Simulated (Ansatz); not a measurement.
**SiO₂: ¹⁷O NMR of the central transition**

Cell: a Materials Project structure (computed, not necessarily an observed phase), atoms as given.

Space group P4_12_12 (No. 92); a = 4.9926, c = 6.9339 Å.

| site | Wyckoff | site symmetry | x | y | z |
| --- | --- | --- | --- | --- | --- |
| Si | 4a | ..2 | 0.6987 | 0.6987 | 0.5000 |
| O | 8b | 1 | 0.8936 | 0.7614 | 0.3201 |

One atom of each set is listed.

Level of theory: DFT, PBE, plane waves and PAW (field gradients read without the response of the frozen cores, which leaves them typically 4 to 6 % off), scalar-relativistic, 420 eV cutoff, Γ-centred 5×5×4 k-points, Fermi–Dirac smearing 0.02 eV (Ansatz 0.2.0).

¹⁷O has I = 5/2 and Q = -25.58 mb (Pyykkö 2018); at 23.5 T its Larmor frequency is ν₀ = 135.7 MHz. Only the quadrupole interaction is simulated: positions count from each site's isotropic chemical shift, and J coupling is left out, as are shift anisotropy and dipolar coupling, which fast spinning averages.

**Question.** Simulate the second-order pattern (fast magic-angle spinning, Gaussian broadening 0.1 kHz) of site O (2 Si at 1.61 Å, angle 146°).

**Answer.** The calculation gives C_Q = -5.95 MHz and η = 0.15, so ν_Q = 0.893 MHz and the centre of gravity lies at -11.6 ppm (-1.58 kHz).

offset (kHz), height and a bar:
```
   -4.117          0 
   -4.016          0 
   -3.915          4 #
   -3.814          6 ##
   -3.713          7 ##
   -3.612          7 ##
   -3.510          7 ##
   -3.409          7 ##
   -3.308          7 ##
   -3.207          7 ##
   -3.106          8 ##
   -3.005          8 ##
   -2.904          8 ##
   -2.802          8 ##
   -2.701         11 ###
   -2.600         36 ###########
   -2.499         55 ################
   -2.398         75 ######################
   -2.297         88 ##########################
   -2.196         67 ####################
   -2.095         57 #################
   -1.993         52 ################
   -1.892         50 ###############
   -1.791         48 ##############
   -1.690         48 ##############
   -1.589         48 ##############
   -1.488         48 ##############
   -1.387         49 ###############
   -1.286         51 ###############
   -1.184         53 ################
   -1.083         57 #################
   -0.982         63 ###################
   -0.881         74 ######################
   -0.780        100 ##############################
   -0.679         94 ############################
   -0.578         73 ######################
   -0.476         59 ##################
   -0.375         19 ######
   -0.274          0 
   -0.173          0
```

At O V_zz runs parallel to the line that joins its two neighbours (within 1°).

At this cell the principal stresses reach 5 GPa in size with PBE, which can matter for small gradients. The largest force is 0.3 eV/Å, so the atoms aren't at the calculated equilibrium and relaxing them would move these values.
